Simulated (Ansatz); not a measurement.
## NaYTl₂Cl₆: relaxation (Ansatz)

Input:

```yaml
crystal:
  lattice:
    - [0.0, 5.113679, 5.113679]
    - [5.113679, 0.0, 5.113679]
    - [5.113679, 5.113679, 0.0]
  atoms:
    - { symbol: Tl, position: [0.25, 0.25, 0.25] }
    - { symbol: Tl, position: [0.75, 0.75, 0.75] }
    - { symbol: "Y", position: [0.0, 0.0, 0.0] }
    - { symbol: Cl, position: [0.7561, 0.2439, 0.2439] }
    - { symbol: Cl, position: [0.2439, 0.7561, 0.2439] }
    - { symbol: Cl, position: [0.2439, 0.7561, 0.7561] }
    - { symbol: Cl, position: [0.7561, 0.2439, 0.7561] }
    - { symbol: Cl, position: [0.2439, 0.2439, 0.7561] }
    - { symbol: Cl, position: [0.7561, 0.7561, 0.2439] }
    - { symbol: Na, position: [0.5, 0.5, 0.5] }
  symmetry: { tolerance: 0.0003 }
kpoints:
  mp_grid: { grid: [6, 6, 6], shift: [0, 0, 0] }
magnetization:
  spin_polarized: false
scf:
  occupations: { method: fermi_dirac }
  lower_state_search: "off"
hamiltonian:
  pseudopotentials: { kind: paw }
  xc: r2scan
basis:
  ecutwfc: 500
  fft_grid_basis: typed
relax:
  max_steps: 40
  cell: { p_target: 0.0 }
output:
  forces: true
  stress: true
  eigenvalues: true
  bader: true
  populations: true
  elf: true
  write_potential: true
  volumetric_format: npy
  dos:
    e_range: [-12, 8]
    de: 0.05
    projected: { site_lists: { Cl: [Cl], Na: [Na], Tl: [Tl], "Y": ["Y"] } }
checkpoint:
  read: saved_state
```

Run with:

```bash
ansatz run input.yaml --threads 2 --pin off --max-ram 2560MiB --backend cpu --events-out ev --progress --plain --runs-dir out
```

Origin of the cell: a known structure type with other elements, at an estimated volume, so it need not be a known compound.

The smearing width isn't typed, so it takes its default of 0.1 eV.

The saved state is a converged single point of the same cell.

Steps («new basis» is an SCF on plane waves selected anew at the same cell):

```
step  ΔF (meV/atom)  max force component (eV/Å)  P (GPa)  volume (Å³)  SCF iterations   step was
   1            0.0                       1.115     4.58       267.44               5   accepted
   2          -31.4                       0.707    -0.58       290.30               7   accepted
   3          -43.0                       0.190     0.21       288.30               6   accepted
   4          -44.1                       0.019     0.36       289.17               5   accepted
   5          -44.6                       0.002     0.10       292.50               5   accepted
   6          -44.6                       0.000     0.00       293.60               5   accepted
   7          -44.8                       0.000     0.00       293.60               6  new basis
```

The starting structure.

Space group Fm-3m (No. 225); the run's cell has a = 7.232 Å, b = 7.232 Å, c = 7.232 Å, α = 60.00°, β = 60.00°, γ = 60.00°. Shortest distances: Cl–Y 2.49 Å, Cl–Na 2.62 Å, Cl–Cl 3.53 Å.

The relaxed structure.

Space group Fm-3m (No. 225); the run's cell has a = 7.460 Å, b = 7.460 Å, c = 7.460 Å, α = 60.00°, β = 60.00°, γ = 60.00°. Shortest distances: Cl–Y 2.61 Å, Cl–Na 2.67 Å.

```yaml
crystal:
  lattice:
    - [0.00000, 5.27525, 5.27525]
    - [5.27525, 0.00000, 5.27525]
    - [5.27525, 5.27525, 0.00000]
  atoms:
    - { symbol: Tl, position: [0.25000, 0.25000, 0.25000] }
    - { symbol: Tl, position: [0.75000, 0.75000, 0.75000] }
    - { symbol: Y, position: [0.00000, 0.00000, 0.00000] }
    - { symbol: Cl, position: [0.75275, 0.24725, 0.24725] }
    - { symbol: Cl, position: [0.24725, 0.75275, 0.24725] }
    - { symbol: Cl, position: [0.24725, 0.75275, 0.75275] }
    - { symbol: Cl, position: [0.75275, 0.24725, 0.75275] }
    - { symbol: Cl, position: [0.24725, 0.24725, 0.75275] }
    - { symbol: Cl, position: [0.75275, 0.75275, 0.24725] }
    - { symbol: Na, position: [0.50000, 0.50000, 0.50000] }
```

```
Free energy lowered by  : 44.8 meV/atom
Volume change           : 9.78 %
Final pressure          : 0.00 GPa
Relaxation steps listed : 7
```

Caveats: no spin-orbit coupling, though heavy elements are present; the relaxation held the start's symmetry, so the end may be a saddle point.

Time: 2.8 min on 2 threads of Arm Neoverse V1 (shared host), peak memory 1.6 GiB, from a saved density.
